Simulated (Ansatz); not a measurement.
Name crystals whose computed values (plane-wave PAW LDA (Ansatz code)) fall in these windows: Θ_D (K) 350 to 430; G_Hill (GPa) 5.0 to 6.8.



```csv
crystal,Θ_D (K),G_Hill (GPa)
"Li, hcp (Mg type)",388,5.8
"H4NF, P6_3mc (H on 6c, H on 2b, N on 2b, F on 2b)",378,6.0
"Li, fcc (Cu type)",383,5.7
"Li, 9R (Sm type)",387,5.8
```
Others may fit too.

Not the usual ambient phase: Li, hcp (Mg type); Li, fcc (Cu type); Li, 9R (Sm type). Standing as an ambient phase not checked: H4NF, P6_3mc (H on 6c, H on 2b, N on 2b, F on 2b). Weakly bound layers, chains or molecules computed without a dispersion correction, so cells and soft constants are ill determined: H4NF, P6_3mc (H on 6c, H on 2b, N on 2b, F on 2b). All cells were relaxed under the symmetry of their starts (and spin orders); stability against distortions was not tested throughout.

Potentials: the later of the program's two PAW sets.
